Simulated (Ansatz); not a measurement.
NbIn: clamped-ion elastic tensor

Method: Ansatz 0.2.0, DFT PBE, scalar-relativistic, plane waves, PAW. Plane waves to 420 eV; Γ-centred k mesh 12×12×12; Fermi-Dirac smearing of 0.15 eV. No spin polarisation.

Equilibrium structure at this level:
```xyz
2
Lattice="0.0000 3.1606 3.1606 3.1606 0.0000 3.1606 3.1606 3.1606 0.0000" Properties=species:S:1:pos:R:3 pbc="T T T"
Nb    1.5803    1.5803    1.5803
In    0.0000    0.0000    0.0000
```

The cell was built by swapping an element in a database structure (itself possibly hypothetical) and relaxing; it need not be the stable form of this composition. In a metal, frequencies and elastic constants depend on the k mesh and the smearing, soft modes and shear constants most.

Give the clamped-ion elastic constants (GPa, Voigt order xx yy zz yz xz xy, on the axes of the cell above).

Results:

C11 = 33.7, C12 = 54.8, C13 = 54.8, C22 = 33.7, C23 = 54.8, C33 = 33.7, C44 = 37.1, C55 = 37.1, C66 = 37.1 GPa; the others vanish.